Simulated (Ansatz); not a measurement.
One crystal and one scan (energy against volume) at two levels, r2SCAN (plane waves to 500 eV, PAW, scalar-relativistic; Ansatz, a quantum-chemistry and plane-wave program) and PBE (plane waves to 420 eV, PAW, scalar-relativistic; Ansatz), each from its own relaxed cell and on its own mesh. The cell shown is that of r2SCAN.

Hf (hcp, Mg type)

```xyz
2
Lattice="3.1979 0.0000 0.0000 -1.5990 2.7695 0.0000 0.0000 0.0000 5.0473" Properties=species:S:1:pos:R:3 pbc="T T T"
Hf     0.0000     1.8463     3.7855
Hf     1.5990     0.9232     1.2618
```

Equation-of-state scan: isotropic scaling of the cell above, V₀ being its volume. Symmetry pins the atoms to their sites.

The energy includes the smearing's −TS. Hf is run without spin polarisation. Hf was relaxed with its symmetry unable to fall. Spin-orbit coupling is left out, though Hf is heavy. With the shape held, the modulus is that of even scaling; a crystal free to change shape is softer. Percentages come from the unrounded values. Both scans cover V/V₀ from 0.840 to 1.160.

Results of r2SCAN:

```
Quantity                                                                     Value
---------------------------------------------------------------------------  -----
Lattice constant a (Å)                                                       3.198
Lattice constant c (Å)                                                       5.047
Relaxed volume (Å³/atom)                                                     22.35
Pressure at the smallest volume (GPa)                                         25.6
Energy cost of the largest compression (meV/atom)                              253
Energy cost of the largest expansion (meV/atom)                                159
Bulk modulus at fixed cell shape B₀ (third-order Birch-Murnaghan fit) (GPa)  110.6
Pressure for 5 % compression (fit) (GPa)                                       6.2
```

Problem. Estimate the PBE values.

Solution. 
```
quantity                                                                       PBE     r2SCAN − PBE
---------------------------------------------------------------------------  -----  ---------------
Lattice constant a (Å)                                                       3.204  -0.006 (-0.2 %)
Lattice constant c (Å)                                                       5.069  -0.022 (-0.4 %)
Relaxed volume (Å³/atom)                                                     22.54   -0.19 (-0.8 %)
Pressure at the smallest volume (GPa)                                         25.1      +0.5 (+2 %)
Energy cost of the largest compression (meV/atom)                              248        +5 (+2 %)
Energy cost of the largest expansion (meV/atom)                                154        +5 (+3 %)
Bulk modulus at fixed cell shape B₀ (third-order Birch-Murnaghan fit) (GPa)  107.1    +3.5 (+3.3 %)
Pressure for 5 % compression (fit) (GPa)                                       6.0      +0.2 (+3 %)
```

r2SCAN gives the higher value for: pressure at the smallest volume; energy cost of the largest compression; energy cost of the largest expansion; bulk modulus at fixed cell shape B₀. r2SCAN gives the lower value for: lattice constant c; relaxed volume. They agree on: lattice constant a (within 0.2 %).

(Under strain, the slope of the energy per volume gives the stress and its curvature an elastic modulus.)
